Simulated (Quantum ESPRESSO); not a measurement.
# One change at a time to Ag3LiMg3Ru

These are calculations, not measurements. They come from Quantum ESPRESSO 7.5, a public plane-wave density functional program. Each row is one single-point run on a made-up periodic cell of eight metal atoms, with elements, volume, strain and displacements drawn at random and not relaxed, so a cell may be unstable or far from any real phase. There is no spin polarisation or spin-orbit coupling.

Settings: PBE unless stated; PseudoDojo standard norm-conserving files; Fermi-Dirac width 0.25 eV, which means electrons at about 2900 K; cutoff 1143 eV; 8 x 5 x 3 k mesh shifted half a step off Gamma. E is the free energy of the whole cell (internal energy minus TS), so a -TS column is already part of it. Stress is positive in tension, and the pressure P is minus a third of its trace.

Checks: one run of this series was repeated at a higher cutoff and on a denser mesh, which moved values by no more than 0.004 eV, 0.08 GPa and 0.013 eV/Å, and a second program with other atomic files agreed on it to 2 % rms in force and 0.5 GPa in pressure. Known limits: a spin test at this wide smearing found no moment, but such smearing suppresses magnetism that the real alloy may have.

The lattice is hexagonal close-packed, and the cell vectors in Å are (2.978, -0.018, -0.013); (-0.032, 5.306, 0.026); (-0.041, 0.048, 9.448), a volume of 149.27 Å³ in run 1. The elements on sites 1 to 8 are Li Mg Ag Mg Ag Ru Ag Mg. Each later run makes one change to run 1 and keeps the rest. E is counted from run 1, and is n/a where other atomic files have another zero of energy.

```
run                           change  V (Å³)  P (GPa)  -TS (eV)  rms force (eV/Å)  largest change of a force component (eV/Å)  E (eV)
  1                             none  149.27    -1.76    -0.930             0.460                                       0.000   0.000
  2          sites 2 and 3 exchanged  149.27    -2.42    -0.949             0.451                                       0.666  -0.094
  3    all lengths scaled by -1.58 %  142.30     1.42    -0.887             0.553                                       0.335  -0.008
  4           PBEsol in place of PBE  149.27    -4.96    -0.930             0.407                                       0.278     n/a
  5                     Al on site 4  149.27    -4.22    -0.921             0.557                                       0.539     n/a
  6  site 2 moved by -0.10 Å along z  149.27    -1.46    -0.930             0.519                                       0.577       ?
```

## Worked estimate

Along the move dE = -F dx. The force on site 2 along z is 0.094 eV/Å in run 1 and 0.671 eV/Å in run 6, and the move is -0.10 Å, so the mean force times the move gives an estimate.

## Withheld value

Question: what E should run 6 give?

The estimate is 0.038 eV. The calculation gave 0.038 eV.
